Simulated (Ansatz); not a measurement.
MgZn2O3:
```yaml
crystal:
  lattice:
    - [3.00609, 0.00000, 0.00000]
    - [-1.50304, 2.60335, 0.00000]
    - [0.00000, 0.00000, 7.34129]
  atoms:
    - { symbol: Mg, position: [0.00000, 0.00000, 0.00000] }
    - { symbol: Zn, position: [0.33333, 0.66667, 0.66830] }
    - { symbol: Zn, position: [0.66667, 0.33333, 0.33170] }
    - { symbol: O, position: [0.33333, 0.66667, 0.16136] }
    - { symbol: O, position: [0.66667, 0.33333, 0.83864] }
    - { symbol: O, position: [0.00000, 0.00000, 0.50000] }
```

Relaxed with r²SCAN.

Question: Give the Bader charges and basin volumes of the independent atoms, DFT-r²SCAN in the program Ansatz with PAW potentials.

Answer: 

```json
[
 {"atom": "Mg1", "Bader charge (e)": "+1.75", "Bader volume (Å³)": "4.5"},
 {"atom": "Zn2", "Bader charge (e)": "+1.33", "Bader volume (Å³)": "8.5"},
 {"atom": "O4", "Bader charge (e)": "-1.53", "Bader volume (Å³)": "12.6"},
 {"atom": "O6", "Bader charge (e)": "-1.34", "Bader volume (Å³)": "10.9"}
]
```

Space group P-3m1. The first step of the workflow began from a Materials Project structure, measured or hypothetical; the Crystallography Open Database copy checked does not list it. With Mg and Zn taken as one species the cell has the higher symmetry Fm-3m, so it may be an ordered model of a mixed-site phase. Its standing as an ambient phase is unchecked. The cell was relaxed with r²SCAN under the symmetry of its start; its stability against distortions is not shown here.

Potentials: the later of the program's two PAW sets.
